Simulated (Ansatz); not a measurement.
C:
```cif
data_C6
_chemical_formula_sum 'C6'
_space_group_name_H-M_alt 'P63/mmc'
_space_group_IT_number 194
_space_group_name_Hall '-P 6c 2c'
_cell_length_a 4.43556
_cell_length_b 4.43556
_cell_length_c 2.51946
_cell_angle_alpha 90.000
_cell_angle_beta 90.000
_cell_angle_gamma 120.000
loop_
_atom_site_label
_atom_site_type_symbol
_atom_site_symmetry_multiplicity
_atom_site_Wyckoff_symbol
_atom_site_fract_x
_atom_site_fract_y
_atom_site_fract_z
_atom_site_occupancy
C1 C 6 h 0.10405 0.55203 0.25000 1
```

This is the PBEsol-relaxed structure.

Q: All from the program Ansatz at the PBEsol level (PAW), unless another level is named. Predict the highest zone-centre frequency.

A: 1455 cm⁻¹.

Q: Predict the vibrational entropy at 300 K.

A: 3.6 J/(K·mol of atoms).

Q: Predict the bulk modulus (Birch–Murnaghan fit).

A: 3260 kbar.

Space group P6_3/mmc. The start of the workflow was typed in or built on a structure type. Its sites differ from those of the usual phase in this space group: another stacking or structure type. Symmetry was held in the PBEsol relaxation; whether a distortion lowers the energy is not shown.

Potentials: the earlier of the program's two PAW sets. The files were generated under PBE; for other functionals the program regenerates the frozen cores, and for LDA and PBEsol the local potential too.
